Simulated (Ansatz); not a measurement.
A trial cell of PdCl4, before relaxation:

```
Pd Cl
1.0
     5.55007   -2.89680    0.00000
     5.55007    2.89680    0.00000
    -2.84895    0.00000    5.38073
Pd Cl
1 4
Direct
  0.00000 0.00000 0.00000
  0.92000 0.34000 0.93000
  0.66000 0.08000 0.07000
  0.32000 0.90000 0.31000
  0.10000 0.68000 0.69000
```

All numbers below come from DFT PBE, scalar-relativistic, plane waves, PAW in Ansatz 0.2.0. Cutoff 420 eV, Gaussian smearing, Γ-centred meshes. Cell and atoms relax first on a coarse mesh, the cell is then made exact in the group found at 0.06 to 0.08 Å, and last on a converged mesh; the steps can't lower the symmetry of their start. No spin polarisation.

A guess keeps its type if space group and coordination stay and the shape of the cell changes little (axis ratios within about 15 %, angles within 6°); the volume may change.

Question: Will the relaxed cell still be of the starting type?

Answer: It doesn't keep its type. The symmetry stays C2 (No. 5). The volume per atom grows by 3.4 %, from 34.6 to 35.8 Å³. The shortest distance goes from 2.08 Å (Pd–Cl) to 2.27 Å (Pd–Cl). Counting neighbours within 15 % of an atom's shortest distance, the start has Cl 1, Pd 4 and the end Cl 1, Pd 4. In detail, at the end Pd has 4 Cl at 2.27 Å; Cl on its first site is surrounded by 1 Pd at 2.27 Å and 1 Cl at 2.66 Å; Cl on its second site is surrounded by 1 Pd at 2.27 Å and 1 Cl at 2.66 Å.

Space group C2 (No. 5). a = 10.206 Å, b = 7.280 Å, c = 5.507 Å, α = 90.00°, β = 118.99°, γ = 90.00°
| atom | site | symmetry | x | y | z |
| --- | --- | --- | --- | --- | --- |
| Pd | 2a | 2 | 0.0000 | 0.0000 | 0.0000 |
| Cl | 4c | 1 | 0.0506 | 0.2247 | 0.7728 |
| Cl | 4c | 1 | 0.0504 | 0.7753 | 0.3182 |

Energies over the elements count from the elements' standard structures at the same level (Cl₂ as a molecule), with no fitted energy shifts.

Question: At what energy does it end?

Answer: −0.161 eV/atom.

The last run used an 8×8×8 mesh for its 5-atom cell and Gaussian smearing of 0.01 eV. Weakly bound directions are ill-defined at this level, which has no dispersion term. Symmetry constrained the relaxation, so the result can be a saddle point. Another cell of the same search, in Pnnm, lies 146 meV/atom lower, so this cell isn't the stable form at this level.
